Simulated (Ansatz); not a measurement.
Spin spirals in GdCu (Pm-3m)

```yaml
crystal:
  lattice:
    - [3.50200, 0.00000, 0.00000]
    - [0.00000, 3.50200, 0.00000]
    - [0.00000, 0.00000, 3.50200]
  atoms:
    - { symbol: Gd, position: [0.50000, 0.50000, 0.50000] }
    - { symbol: Cu, position: [0.00000, 0.00000, 0.00000] }
```

Geometry: a structure as deposited in COD; nothing is relaxed.

Common settings: LDA, 12×12×12 k mesh, Fermi–Dirac smearing of 0.05 eV. PAW means Ansatz 0.2.0 on its default frozen-core files; LAPW is all-electron LAPW in Ansatz 0.2.0. Site moments are integrated in spheres about the atoms, whose radii differ between the methods. Start moments of the first PAW run (μB): Gd1 6.9.

Flat spirals without spin–orbit coupling: moments start in the xy plane and turn about z by q·R from cell to cell, and their directions inside a cell are free. q runs from Γ to M = (0.500, 0.500, 0.000) in reciprocal cell vectors. Energies count from each method's run at q = 0. Each q is a vector of the k mesh, and the mesh is shifted by q/2 where needed, so that both spin components are sampled on the same points as at q = 0.

| fraction of Γ–M | q (1/Å) | ΔF PAW (meV/cell) | ΔF LAPW (meV/cell) | largest moment, PAW (μB) |
| --- | --- | --- | --- | --- |
| 0.000 | 0.000 | 0.0 | 0.0 | 6.94 |
| 0.167 | 0.211 | -0.1 | – | 6.94 |
| 0.333 | 0.423 | +0.3 | – | 6.94 |
| 0.500 | 0.634 | +0.2 | +0.3 | 6.94 |
| 0.667 | 0.846 | ? | – | 6.95 |
| 0.833 | 1.057 | ? | – | 6.97 |
| 1.000 | 1.269 | -18.8 | -18.6 | 6.98 |

Task: Give the missing entry: row "0.667", column "ΔF PAW (meV/cell)".

Result: -4.1.

Task: Give the missing entry: row "0.833", column "ΔF PAW (meV/cell)".

Result: -13.1.

The lowest point lies at 1.000 of the way, 18.8 meV/cell under q = 0, so the antiferromagnetic state at the zone boundary wins along this line.

Task: The line ends at half a reciprocal vector. Fit ΔF(f) = A₁(1 − cos πf) + A₂(1 − cos 2πf) to the PAW points, leaving out f = 0.667. What does it give?

Result: A₁ = -8.8 and A₂ = +4.0 meV/cell, with a worst miss of 1.4 meV. At f = 0.667 the fit gives -7.1 meV against the computed -4.1. In a Heisenberg model A₁ and A₂ sum the couplings to the first and second lattice planes normal to q.

The PAW files were made with PBE; the program remakes their cores once for the run's functional and then keeps them frozen. Without U a semilocal functional puts the f levels too near the Fermi level, which can change moments and the order of magnetic states; site and cell moments are spin moments. Spin–orbit coupling is left out although heavy atoms are present. In at least one run the program's final test of stability wasn't made or came to no verdict. With open f shells a run can end in a state that isn't the lowest. The magnetic state is the one that this cell and start allow. It needn't be the compound's measured order, which may need a larger cell or be absent.
